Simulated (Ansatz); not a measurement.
MgO:
```
MgO
1.0
    3.30431     0.00000     0.00000
   -1.65215     2.86161     0.00000
    0.00000     0.00000     5.01562
Mg O
2 2
Direct
  0.33333   0.66667   0.00351
  0.66667   0.33333   0.50351
  0.33333   0.66667   0.40109
  0.66667   0.33333   0.90109
```

Relaxed with PBEsol.

Q: Give the optical modes at the zone centre with their infrared activity from DFPT, plane-wave PAW PBEsol (Ansatz code).

A: Transverse frequencies, without the LO–TO term; a row sums one degenerate level.

| ω (cm⁻¹) | degeneracy | IR ((D/Å)²/amu) | activity | symmetry |
|---|---|---|---|---|
| 191 | 2 | 0.00 | IR-inactive | E2 |
| 429 | 1 | 0.00 | IR-inactive | B1 |
| 430 | 1 | 17.36 | IR | A1 |
| 517 | 1 | 0.00 | IR-inactive | B1 |
| 517 | 2 | 0.00 | IR-inactive | E2 |
| 520 | 2 | 30.88 | IR | E1 |

Q: How high does the top mode go among those that the LO–TO term moves?

A: 707 cm⁻¹ for q along x, 707 cm⁻¹ for q along y, 659 cm⁻¹ for q along z.

Space group P6_3mc (wurtzite). The first step of the workflow began from a Materials Project structure, measured or hypothetical; the Crystallography Open Database copy checked does not list it. It is not the phase usual at ambient conditions (space group No. 225). The cell was relaxed with PBEsol under the symmetry of its start; its stability against distortions is not shown here.

Potentials: the earlier of the program's two PAW sets. The files were generated under PBE; for other functionals the program regenerates the frozen cores, and for LDA and PBEsol the local potential too.
